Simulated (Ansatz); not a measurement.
# Ansatz run, CaCuF4

The input, for Ansatz 0.2.0 (plane waves, PAW):

```yaml
crystal:
  lattice:
    - [0.0, 5.391404, 0.0]
    - [5.391404, 0.0, 0.0]
    - [2.695702, 2.695702, -5.173823]
  atoms:
    - { symbol: Ca, position: [0.25, 0.25, 0.5] }
    - { symbol: Ca, position: [0.75, 0.75, 0.5] }
    - { symbol: Cu, position: [0.5, 0.0, 0.0] }
    - { symbol: Cu, position: [0.0, 0.5, 0.0] }
    - { symbol: F, position: [0.8038, 0.3038, 0.7438] }
    - { symbol: F, position: [0.3038, 0.4524, 0.7438] }
    - { symbol: F, position: [0.4524, 0.9524, 0.7438] }
    - { symbol: F, position: [0.9524, 0.8038, 0.7438] }
    - { symbol: F, position: [0.6962, 0.5476, 0.2562] }
    - { symbol: F, position: [0.1962, 0.6962, 0.2562] }
    - { symbol: F, position: [0.0476, 0.1962, 0.2562] }
    - { symbol: F, position: [0.5476, 0.0476, 0.2562] }
  symmetry: { tolerance: 0.0003 }
kpoints:
  mp_grid: { grid: [7, 7, 7], shift: [0, 0, 0] }
  band_path:
    path:
      - [0.0, 0.0, 0.0]
      - [0.5, 0.5, 0.5]
      - [0.5, 0.5, 0.25]
      - [0.0, 0.5, 0.0]
      - [0.0, 0.0, 0.0]
      - [0.0, 0.0, -0.5]
      - [0.0, 0.36426538, -0.31786731]
      - [0.0, 0.63573462, 0.31786731]
      - [0.0, 0.0, 0.0]
      - [0.5, 0.5, 0.5]
      - [0.36426538, 0.63573462, 0.5]
    npoints: 6
magnetization:
  spin_polarized: false
scf:
  occupations: { method: fermi_dirac, width: 0.0358 }
  lower_state_search: "off"
  max_iter: 200
hamiltonian:
  pseudopotentials: { kind: paw }
  xc: r2scan
basis:
  ecutwfc: 500
  fft_grid_basis: typed
output:
  forces: true
  stress: true
  eigenvalues: true
  bader: true
  populations: true
  elf: true
  write_potential: true
  volumetric_format: npy
  dos:
    e_range: [-12, 8]
    de: 0.05
    projected: { site_lists: { Ca: [Ca], Cu: [Cu], F: [F] } }
checkpoint:
  read: saved_state
```

The saved state is an earlier solution for the same cell, perhaps on another mesh. 

Output (shortened):

```
SCF iter   1: F=-23396.1280 eV  Δρ=1.31e-3  dr2=8.53e-4  dr2_τ=9.42e-4
SCF iter   2: F=-23396.1283 eV  Δρ=3.06e-4  dr2=8.18e-5  dr2_τ=2.34e-5
SCF iter   3: F=-23396.1284 eV  Δρ=8.45e-5  dr2=7.17e-6  dr2_τ=9.38e-7
SCF iter   4: F=-23396.1284 eV  Δρ=4.50e-5  dr2=2.90e-6  dr2_τ=8.92e-8
SCF iter   5: F=-23396.1284 eV  Δρ=6.22e-5  dr2=3.86e-6  dr2_τ=5.68e-8
SCF iter   6: F=-23396.1284 eV  Δρ=5.08e-5  dr2=2.71e-6  dr2_τ=6.06e-8
SCF iter   7: F=-23396.1284 eV  Δρ=2.90e-5  dr2=7.60e-7  dr2_τ=3.78e-8
SCF iter   8: F=-23396.1284 eV  Δρ=5.77e-6  dr2=2.51e-8  dr2_τ=5.56e-9
Free energy (F): -23396.1284 eV
Harris-Foulkes:  -23396.1284 eV  (|F-HF|=1.74e-8)
Internal energy: -23396.0659 eV  (E = F + TS)
E sigma→0 (E₀):  -23396.0972 eV
Entropy (-TS):   -0.0624 eV (-5.203 meV/atom)
Fermi energy:    5.9760 eV
--- Per-component energies (eV) ---
  E_band       = -1696.1634
  E_kinetic    = 2813.1859
  E_local      = -17104.6971  (includes V_loc(G=0)·N_el)
  E_nonlocal   = 1503.5131
  E_hartree    = 7099.9005
  E_xc         = -1073.8594
  E_vxc        = -1562.9710  (∫ρ·V_xc dr)
  E_paw        = -6705.2524  (= ΣΔE_a)
  E_vpaw       = -1653.0708  (= ΣTr[D̂ρ^β])
  E_aug_tail   = 0.0081  (compensation charges beyond the density's cutoff)
  E_vtau       = 108.0717  (kinetic-family band-sum trace: ∫τ·v_τ [+ j·A + Jᵃ·Aᵃ] dr)
  E_ewald      = -9927.5698
  E_core_change = -1.2947  (= ΣΔE_core)
  E_smearing   = -0.0624  (= −TS)
--- Stress (GPa, compression-positive) ---
        0.3427       0.0000       0.0000
        0.0000       0.3427       0.0000
        0.0000       0.0000      -0.4868
  P = ⅓ Tr σ = 0.0662 GPa (0.662 kbar)
```

Origin: a database entry at a rescaled volume. Caveats: many states at the Fermi level without spin polarisation, so a magnetic state may lie lower.
